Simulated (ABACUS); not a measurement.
A self-consistent single point of Nb (P-1, 7 atoms in the cell; from Materials Project mp-1104341, changed as shown).

```xyz
7
Lattice="2.8368 0.0000 0.0000 0.1642 4.7626 0.0000 0.7746 1.9357 9.9358" Properties=species:S:1:pos:R:3 pbc="T T T"
Nb     2.3150     2.1430     5.6758
Nb     1.4605     4.5553     4.2600
Nb     3.3239     4.4791     7.0902
Nb     0.4516     2.2192     2.8456
Nb     1.3095     2.0280     8.5117
Nb     2.4660     4.6703     1.4241
Nb     1.5005     2.3813     0.0000
```

All values come from this method and carry its errors: PBEsol, numerical atomic orbitals DZP (confined pseudo-atomic orbitals with Gaussian additions; energy shift 0.003 Ry), PseudoDojo 0.4 standard norm-conserving PBEsol (tails mended) pseudopotentials (ABACUS 3.10.1).

ABACUS settings:

| setting | value |
|---|---|
| basis | DZP numerical atomic orbitals, energy shift 0.003 Ry |
| KPT | Gamma 10 6 4 0 0 0 |
| basis_type | lcao |
| dft_functional | PBESOL |
| ecutwfc | 100 Ry |
| smearing_method | fd |
| smearing_sigma | 0.00367493 Ry |
| potentials | PseudoDojo 0.4 standard norm-conserving PBEsol (tails mended) |
| symmetry | 1 |
| ks_solver | scalapack_gvx |
| scf_nmax | 100 |
| scf_thr | 1.0e-07 |
| mixing_type | broyden |

Results:

```
Property                                                   Value
------------------------------------------------  --------------
Number of valence electrons                                   91
Number of bands                                               56
Number of k-points after the program's reduction             124
Size of the basis                                            182
Number of SCF iterations                                      15
Free energy E − TS                                -11856.5163 eV
Fermi level (on the code's own zero)                    16.61 eV
Pressure                                              -14.06 GPa
```

Stress (GPa, positive for compression):
```
-13.91   -1.80    0.43
 -1.80  -13.83    1.59
  0.43    1.59  -14.43
```

For comparison: a first run was changed to give this one (lattice scaled by 1.02), and from it to this one the free energy goes up by 68.6 meV/atom and the pressure goes from -5.38 to -14.06 GPa.

The atom-centred basis is finite, which shifts total energies and pressures against plane waves. The structure comes from a collection of computed structures, made at another level of theory; the collection holds predicted forms beside known ones.

Cost on one core: very roughly 4 core-minutes.

The atomic orbitals were generated for these runs; they are not ABACUS's published sets and were checked against plane waves on a few crystals only.

“Tails mended”: in these copies of the files the far tail of each local potential was reset to the Coulomb form.
